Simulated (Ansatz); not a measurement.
Method: DFT PBE, scalar-relativistic, plane waves, PAW in Ansatz. All cells share a 420 eV cutoff and Γ-centred k meshes spaced at most about 0.3 Å⁻¹ (about 0.25 or finer for metals, 2π included). Collinear spin in cells that started with moments and kept them past the coarse steps, no spin elsewhere.

All energies are static (0 K, no zero-point motion).

Two forms of MnPdC₆N₆ were relaxed alike.

1. (site moments Mn 4.1 μB)

Space group Fm-3m (No. 225). a = 10.745 Å, b = 10.745 Å, c = 10.745 Å, α = 90.00°, β = 90.00°, γ = 90.00°
```json
{"atom": "Mn", "site": "4b", "symmetry": "m-3m", "x": "0.5000", "y": "0.0000", "z": "0.0000"}
{"atom": "Pd", "site": "4a", "symmetry": "m-3m", "x": "0.0000", "y": "0.0000", "z": "0.0000"}
{"atom": "C", "site": "24e", "symmetry": "4m.m", "x": "0.1878", "y": "0.0000", "z": "0.0000"}
{"atom": "N", "site": "24e", "symmetry": "4m.m", "x": "0.2959", "y": "0.0000", "z": "0.0000"}
```

2. (site moments Mn 0.9 μB)

Space group Fm-3m (No. 225). a = 10.161 Å, b = 10.161 Å, c = 10.161 Å, α = 90.00°, β = 90.00°, γ = 90.00°
| atom | site | symmetry | x | y | z |
| --- | --- | --- | --- | --- | --- |
| Mn | 4a | m-3m | 0.0000 | 0.0000 | 0.0000 |
| Pd | 4b | m-3m | 0.5000 | 0.0000 | 0.0000 |
| C | 24e | 4m.m | 0.1900 | 0.0000 | 0.0000 |
| N | 24e | 4m.m | 0.3052 | 0.0000 | 0.0000 |

Question: Which arrangement of the elements on these sites is preferred, and by what margin?

Answer: Cell 1 is lower, by 124 meV/atom. The two share one framework of sites and differ in which element sits where. Cell 1 has space group Fm-3m (No. 225), 22.2 Å³/atom and a gap of 1.27 eV on its mesh; cell 2 has space group Fm-3m (No. 225), 18.7 Å³/atom and no gap. The shortest distance is 1.16 Å (C–N) in cell 1 and 1.17 Å (C–N) in cell 2. The lower one is the more open, so pressure narrows the difference. Even the lower one lies +0.44 eV/atom against the reference forms of the elements (uncorrected), so neither is stable at this level. In cell 1, Mn has 6 N at 2.19 Å; Pd is surrounded by 6 C at 2.02 Å; around C lie 1 N at 1.16 Å and 1 Pd at 2.02 Å; N is surrounded by 1 C at 1.16 Å and 1 Mn at 2.19 Å. In cell 2, Mn is surrounded by 6 C at 1.93 Å; Pd is surrounded by 6 N at 1.98 Å; C has 1 N at 1.17 Å and 1 Mn at 1.93 Å; around N lie 1 C at 1.17 Å and 1 Pd at 1.98 Å. Both come from invented guesses.

Kohn–Sham gaps at this level usually fall short of measured ones. The magnetic state reached may not be the lowest. Cells relaxed within their symmetry can be saddle points.
